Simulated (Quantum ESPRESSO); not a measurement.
# Ru3Mo3ZrAl: input and log of a self-consistent run

A calculation, not a measurement. The program is pw.x of Quantum ESPRESSO 7.5 (plane-wave density functional theory). The cell is made up: eight metal atoms on a face-centred cubic lattice, with elements, volume, strain and displacements drawn at random and not relaxed, so it may be unstable or far from any real phase. PseudoDojo standard norm-conserving files set the functional (PBE unless stated); there is no spin polarisation or spin-orbit coupling, the Fermi-Dirac width of 0.25 eV means electrons at about 2900 K, and the masses in the input are unused placeholders. A spin test at this wide smearing found no moment, but such smearing suppresses magnetism that the real alloy may have.

Input:

```
&control calculation='scf', pseudo_dir='./dojo.nc.sr.pbe.v0_5.standard.upf', outdir='./o', disk_io='minimal', tprnfor=.true., tstress=.true. /
&system ibrav=0, nat=8, ntyp=4, nbnd=70, ecutwfc=84.00895049, nosym=.true., tot_charge=0,
 occupations='smearing', smearing='fd', degauss=0.0183746611
/
&electrons conv_thr=1.470e-08, electron_maxstep=70, mixing_beta=0.5 /
ATOMIC_SPECIES
Al 1.0 Al.upf
Mo 1.0 Mo.upf
Ru 1.0 Ru.upf
Zr 1.0 Zr.upf
CELL_PARAMETERS angstrom
0.0439 0.0049 -4.0464
-4.092 -0.0355 0.0439
2.0952 7.9629 1.9914
ATOMIC_POSITIONS angstrom
Ru -0.1297 -0.0246 0.0581
Mo -1.9822 1.9065 -0.0088
Mo 0.1187 3.8975 -0.1956
Zr -2.0682 6.0037 -0.07
Al -1.8976 -0.022 -2.0172
Mo -0.0117 1.8454 -1.9083
Ru -2.1306 3.8936 -2.0821
Ru 0.0538 5.9752 -2.0189
K_POINTS automatic
6 6 3 1 1 1
```

The log is shortened where brackets say so; the opening notice, blank lines, dates and the lines on written files are dropped, and the path of the files is cut. It prints rydbergs, bohrs and kilobars, and counts compression as positive stress. Its total energy is the free energy E - TS of the whole cell.

```
     Program PWSCF v.7.5
     Parallel version (MPI & OpenMP), running on       4 processor cores
     Number of MPI processes:                 4
     Threads/MPI process:                     1
     [start-up lines left out]
     bravais-lattice index     =            0
     lattice parameter (alat)  =       7.6470  a.u.
     unit-cell volume          =     887.8758 (a.u.)^3
     number of atoms/cell      =            8
     number of atomic types    =            4
     number of electrons       =       105.00
     number of Kohn-Sham states=           70
     kinetic-energy cutoff     =      84.0090  Ry
     charge density cutoff     =     336.0358  Ry
     scf convergence threshold =      1.5E-08
     mixing beta               =       0.5000
     number of iterations used =            8  plain     mixing
     Exchange-correlation= PBE
                           (   1   4   3   4   0   0   0)
     [axes and pseudopotential details left out]
   Cartesian axes
     site n.     atom                  positions (alat units)
         1        Ru     tau(   1) = (  -0.0320513  -0.0060791   0.0143576  )
         2        Mo     tau(   2) = (  -0.4898384   0.4711315  -0.0021746  )
         3        Mo     tau(   3) = (   0.0293330   0.9631445  -0.0483364  )
         4        Zr     tau(   4) = (  -0.5110905   1.4836255  -0.0172983  )
         5        Al     tau(   5) = (  -0.4689321  -0.0054366  -0.4984875  )
         6        Mo     tau(   6) = (  -0.0028913   0.4560325  -0.4715763  )
         7        Ru     tau(   7) = (  -0.5265107   0.9621807  -0.5145255  )
         8        Ru     tau(   8) = (   0.0132950   1.4765826  -0.4989076  )
     number of k points=    54  Fermi-Dirac smearing, width (Ry)=  0.0184
                       cart. coord. in units 2pi/alat
        k(    1) = (  -0.0844218   0.1279428  -0.0840993), wk =   0.0370370
        k(    2) = (  -0.0814808  -0.2115274  -0.0844784), wk =   0.0370370
     [further k points left out]
     Dense  grid:    92415 G-vectors     FFT dimensions: (  45,  45,  96)
     Estimated max dynamical RAM per process >     326.84 MB
     Estimated total dynamical RAM >       1.21 GB
     Initial potential from superposition of free atoms
     starting charge     104.9886, renormalised to     105.0000
     Starting wfcs are   74 randomized atomic wfcs
     total cpu time spent up to now is        6.2 secs
     per-process dynamical memory:   264.2 Mb
     Self-consistent Calculation
     iteration #  1     ecut=    84.01 Ry     beta= 0.50
     Davidson diagonalization with overlap
     ethr =  1.00E-02,  avg # of iterations =  3.4
     total cpu time spent up to now is       19.8 secs
     total energy              =   -1133.11418591 Ry
     estimated scf accuracy    <       1.97878027 Ry
     iteration #  2     ecut=    84.01 Ry     beta= 0.50
     Davidson diagonalization with overlap
     ethr =  1.88E-03,  avg # of iterations =  5.1
     total cpu time spent up to now is       34.9 secs
     total energy              =   -1130.17490319 Ry
     estimated scf accuracy    <      63.97423748 Ry
     iteration #  3     ecut=    84.01 Ry     beta= 0.50
     Davidson diagonalization with overlap
     ethr =  1.88E-03,  avg # of iterations =  4.5
     total cpu time spent up to now is       49.0 secs
     total energy              =   -1133.72869780 Ry
     estimated scf accuracy    <       4.84648465 Ry
     iteration #  4     ecut=    84.01 Ry     beta= 0.50
     Davidson diagonalization with overlap
     ethr =  1.88E-03,  avg # of iterations =  2.0
     total cpu time spent up to now is       60.4 secs
     total energy              =   -1133.97383404 Ry
     estimated scf accuracy    <       0.70383511 Ry
     iteration #  5     ecut=    84.01 Ry     beta= 0.50
     Davidson diagonalization with overlap
     ethr =  6.70E-04,  avg # of iterations =  2.1
     total cpu time spent up to now is       71.4 secs
     total energy              =   -1133.96738694 Ry
     estimated scf accuracy    <       1.79147179 Ry
     [iterations 6 to 14 left out]
     iteration # 15     ecut=    84.01 Ry     beta= 0.50
     Davidson diagonalization with overlap
     ethr =  4.31E-10,  avg # of iterations =  2.6
     total cpu time spent up to now is      182.9 secs
     total energy              =   -1134.05865751 Ry
     estimated scf accuracy    <       0.00000071 Ry
     iteration # 16     ecut=    84.01 Ry     beta= 0.50
     Davidson diagonalization with overlap
     ethr =  4.31E-10,  avg # of iterations =  1.0
     total cpu time spent up to now is      193.0 secs
     total energy              =   -1134.05865755 Ry
     estimated scf accuracy    <       0.00000008 Ry
     iteration # 17     ecut=    84.01 Ry     beta= 0.50
     Davidson diagonalization with overlap
     ethr =  7.89E-11,  avg # of iterations =  2.0
     total cpu time spent up to now is      204.4 secs
     total energy              =   -1134.05865753 Ry
     estimated scf accuracy    <       0.00000062 Ry
     iteration # 18     ecut=    84.01 Ry     beta= 0.50
     Davidson diagonalization with overlap
     ethr =  7.89E-11,  avg # of iterations =  2.0
     total cpu time spent up to now is      215.3 secs
     total energy              =   -1134.05865756 Ry
     estimated scf accuracy    <       0.00000010 Ry
     iteration # 19     ecut=    84.01 Ry     beta= 0.50
     Davidson diagonalization with overlap
     ethr =  7.89E-11,  avg # of iterations =  1.0
     total cpu time spent up to now is      225.3 secs
     End of self-consistent calculation
     [lines on levels left out]
!    total energy              =   -1134.05865757 Ry
     estimated scf accuracy    <          8.4E-10 Ry
     smearing contrib. (-TS)   =      -0.13837284 Ry
     internal energy E=F+TS    =   -1133.92028473 Ry
     The total energy is F=E-TS. E is the sum of the following terms:
     one-electron contribution =    -293.41904666 Ry
     hartree contribution      =     205.06310503 Ry
     xc contribution           =    -186.30201978 Ry
     ewald contribution        =    -859.26232332 Ry
     convergence has been achieved in  19 iterations
     Forces acting on atoms (cartesian axes, Ry/au):
     atom    1 type  3   force =     0.03371671    0.03129404   -0.01244330
     atom    2 type  2   force =    -0.01997847    0.03659354    0.00948728
     atom    3 type  2   force =    -0.02301757   -0.02567678    0.01756925
     atom    4 type  4   force =     0.06304711   -0.05586629    0.02841064
     atom    5 type  1   force =    -0.07442006    0.01502680    0.00187764
     atom    6 type  2   force =     0.02111392    0.01821322   -0.02321985
     atom    7 type  3   force =     0.01666951   -0.01846076   -0.00572577
     atom    8 type  3   force =    -0.01713114   -0.00112377   -0.01595588
     Total force =     0.147598     Total SCF correction =     0.000128
     Computing stress (Cartesian axis) and pressure
          total   stress  (Ry/bohr**3)                   (kbar)     P=      -59.21
  -0.00032902  -0.00010219   0.00002394          -48.40      -15.03        3.52
  -0.00010219  -0.00007744  -0.00001258          -15.03      -11.39       -1.85
   0.00002394  -0.00001258  -0.00080100            3.52       -1.85     -117.83
     init_run     :      5.70s CPU      6.01s WALL (       1 calls)
     electrons    :    211.53s CPU    219.14s WALL (       1 calls)
     forces       :      1.74s CPU      1.78s WALL (       1 calls)
     stress       :      5.88s CPU      5.88s WALL (       1 calls)
     [timing details left out]
     PWSCF        :   3m45.09s CPU   3m53.12s WALL
     JOB DONE.
```

In other units: free energy -15429.654 eV for the cell, pressure -5.92 GPa, largest force component 1.913 eV/Å in size. The run took 235 s of wall time with four MPI processes on a shared machine (AMD EPYC, older, virtual cores), so the time is rough. A rerun of this cell at a higher cutoff and on a denser mesh moved values by no more than 0.005 eV in energy, 0.04 GPa in stress and 0.011 eV/Å in force, and a second program with other atomic files agreed on that cell to 2 % rms in force and 0.5 GPa in pressure.